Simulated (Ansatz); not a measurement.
Values for one crystal, relaxed and computed with DFT-r²SCAN in the program Ansatz with PAW potentials; other levels are named.

- Volume per atom: 37.49 Å³
- Electronic character: no gap, with almost no states at the Fermi level (zero-gap or semimetallic)
- Bulk modulus (Birch–Murnaghan fit): 39.0 GPa
- Density of states at the Fermi level: 0.01 states/eV per atom (mean over ±0.08 eV)
- Pressure derivative B′: 4.7

Problem. Which compound is it?
A) Ga, α-Ga
B) Sn, I4/mmm (Sn on 8h)
C) Zr, diamond
D) Bi, P4/nmm (Bi on 2c)

Solution. B, Sn, I4/mmm (Sn on 8h)

This is a known high-pressure phase of the composition, computed here at zero pressure and temperature. The r²SCAN relaxation kept the symmetry of its start; whether a distortion lowers the energy is not shown. The volume moved by 40 % from the start of the relaxation. Scalar-relativistic: spin–orbit coupling is off unless named, which matters more the heavier the elements.

Potentials: the earlier of the program's two PAW sets.
